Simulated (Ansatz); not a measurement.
# Zone-centre phonons of YIn: input and output

Level of theory: DFT LDA, scalar-relativistic, plane waves, PAW (Ansatz 0.2.0).

Launched with:
```bash
ansatz run input.yaml --threads 1 --pin off --max-ram 3072MiB --backend cpu --events-out ev --progress --plain --runs-dir out
```

Input (bare energies are in eV):
```yaml
crystal:
  lattice:
    - [3.667092187, 0.0, 0.0]
    - [0.0, 3.667092187, 0.0]
    - [0.0, 0.0, 3.667092187]
  atoms:
    - { symbol: "Y", position: [0.5, 0.5, 0.5] }
    - { symbol: In, position: [0.0, 0.0, 0.0] }
basis:
  ecutwfc: 420
kpoints:
  mp_grid: { grid: [12, 12, 12] }
hamiltonian:
  xc: lda
scf:
  occupations: { method: fermi_dirac, width: 0.15 }
output:
  eigenvalues: true
phonons:
  method: dfpt
  eigenvectors: true
```

Results section of the output:
```
--- Phonons (Γ-DFPT): 2 representative perturbations + reference, on 196 of 1728 k-points (Σ response iterations 6) ---
  k mesh reduced under 8 symmetry operations, with k and −k counted as one. Each operation leaves every solved perturbation unchanged. A smaller set is not used because it would not reduce the number of displacements ...
  ASR residual: 4.200e-4 → 0.000e0 eV/Å²; symmetrization residual: 3.902e-5 eV/Å²
  ASR residual per site (eV/Å²): 4.20e-4 3.65e-5
  Γ frequencies (cm⁻¹): 0.00 0.00 0.00 136.56 136.56 136.56
  non-analytic LO–TO correction: not included (Born effective charges unavailable; polar crystals: no LO–TO splitting at Γ)
```

The run took 36 s on 1 thread of Arm Neoverse V2 (shared host), peak memory 0.75 GiB.

In a metal, frequencies and elastic constants depend on the k mesh and the smearing, soft modes and shear constants most.